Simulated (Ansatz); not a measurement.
The relaxed structure here is a generated cell of GaPt: the first start was made by placing the elements on the sites of a structure type, and the end was not matched to a known phase here, so it may be hypothetical.

A relaxed cell of GaPt (Fd-3m (No. 227)), relaxed on a k-mesh at least as fine as the one used below. All values below come from PBEsol (plane waves to 420 eV, PAW, scalar-relativistic; Ansatz, a program for electronic structure). Γ-centred k-mesh 9×9×9 on the run's cell (coarser than for final values), Fermi–Dirac smearing 0.05 eV.

```yaml
crystal:
  lattice:
    - [0.00000, 6.24358, 6.24358]
    - [3.12179, 3.12179, 6.24358]
    - [3.12179, 3.12179, 0.00000]
  atoms:
    - { symbol: Ga, position: [0.00000, 0.75000, 0.75000] }
    - { symbol: Ga, position: [0.50000, 0.75000, 0.75000] }
    - { symbol: Ga, position: [0.00000, 0.50000, 0.50000] }
    - { symbol: Ga, position: [0.50000, 0.50000, 0.50000] }
    - { symbol: Pt, position: [0.00000, 0.00000, 0.00000] }
    - { symbol: Pt, position: [0.50000, 0.00000, 0.00000] }
    - { symbol: Pt, position: [0.00000, 0.25000, 0.25000] }
    - { symbol: Pt, position: [0.50000, 0.25000, 0.25000] }
```

The atoms are displaced along an unstable phonon of this cell by (Å):

```csv
atom,ux,uy,uz
Ga1,-0.149,-0.018,0.000
Ga2,0.149,0.018,0.000
Ga3,-0.018,-0.149,0.000
Ga4,0.018,0.149,0.000
Pt5,-0.016,-0.131,0.000
Pt6,0.016,0.131,0.000
Pt7,-0.131,-0.016,0.000
Pt8,0.131,0.016,0.000
```

Task: What forces (eV/Å) and pressure result?

Result: 
| atom | Fx | Fy | Fz |
|---|---|---|---|
| Ga1 | -0.15 | -0.02 | 0.00 |
| Ga2 | 0.15 | 0.02 | 0.00 |
| Ga3 | -0.02 | -0.15 | 0.00 |
| Ga4 | 0.02 | 0.15 | 0.00 |
| Pt5 | -0.07 | -0.54 | -0.02 |
| Pt6 | 0.07 | 0.54 | -0.02 |
| Pt7 | -0.54 | -0.07 | 0.02 |
| Pt8 | 0.54 | 0.07 | 0.02 |

Pressure -0.7 GPa.

The undisplaced cell is probably no minimum: from this displacement the run went on to P2₁3 (No. 198), 0.42 eV/atom below it.

No spin polarisation in the result.
